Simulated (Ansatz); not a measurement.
AlPdC₄N₄, before and after

The guess for AlPdC₄N₄ was made by a generator: two interpenetrating cyanide-bridged diamond nets (P-43m, No. 215). The dimensions are guesses.

start.cif

```cif
data_structure
_symmetry_space_group_name_H-M 'P-43m'
_symmetry_Int_Tables_number 215
_cell_length_a 5.8549
_cell_length_b 5.8549
_cell_length_c 5.8549
_cell_angle_alpha 90.000
_cell_angle_beta 90.000
_cell_angle_gamma 90.000
_cell_volume 200.71
loop_
_atom_site_label
_atom_site_type_symbol
_atom_site_symmetry_multiplicity
_atom_site_Wyckoff_symbol
_atom_site_fract_x
_atom_site_fract_y
_atom_site_fract_z
_atom_site_occupancy
Al1 Al 1 b 0.50000 0.50000 0.50000 1
Pd1 Pd 1 a 0.00000 0.00000 0.00000 1
C1 C 4 e 0.19111 0.19111 0.19111 1
N1 N 4 e 0.30648 0.30648 0.30648 1
```

The calculation used Ansatz, DFT PBE, scalar-relativistic, plane waves, PAW. Cutoff 420 eV, Gaussian smearing, Γ-centred meshes. Cell and atoms relax first on a coarse mesh and then on a finer one. In between, the cell is made exact in the group found at 0.06 Å. In metals the finer mesh still leaves noise of several meV/atom or more. The steps can't lower the symmetry of their start. Collinear spin is switched on along the way, since trial moments persisted in a coarse test.

end.cif

```cif
data_structure
_symmetry_space_group_name_H-M 'P-43m'
_symmetry_Int_Tables_number 215
_cell_length_a 5.8436
_cell_length_b 5.8436
_cell_length_c 5.8436
_cell_angle_alpha 90.000
_cell_angle_beta 90.000
_cell_angle_gamma 90.000
_cell_volume 199.55
loop_
_atom_site_label
_atom_site_type_symbol
_atom_site_symmetry_multiplicity
_atom_site_Wyckoff_symbol
_atom_site_fract_x
_atom_site_fract_y
_atom_site_fract_z
_atom_site_occupancy
Al1 Al 1 b 0.50000 0.50000 0.50000 1
Pd1 Pd 1 a 0.00000 0.00000 0.00000 1
C1 C 4 e 0.20176 0.20176 0.20176 1
N1 N 4 e 0.31801 0.31801 0.31801 1
```

The symmetry stays P-43m (No. 215). The volume per atom shrinks by 0.6 %, from 20.1 to 20.0 Å³. The shortest distance goes from 1.17 Å (C–N) to 1.18 Å (C–N).

- Volume per atom: 19.95 Å³
- Density: 1.98 g/cm³
- Formation energy: +0.22 eV/atom
- Gap on the 6×6×6 mesh of the 10-atom cell: 0 eV (a metal)
- Net moment per atom: 0.10 μB
- Moment by site: Pd 0.4 μB

Formation energies are uncorrected and refer to the elements' standard structures at the same level (N₂ as a molecule). The separate elements lie lower, so it is unstable against them.

The last run used collinear spin and Gaussian smearing of 0.10 eV. The reference form of C is held partly by dispersion forces, which this level lacks. The magnetic state reached may not be the lowest. Symmetry constrained the relaxation, so the result can be a saddle point. In all, the 3 runs took 2.1 min on 1 thread of AMD EPYC 9R14 (Zen 4), with other jobs on the host. Site moments count only spheres around the atoms; the net moment includes the space between them.
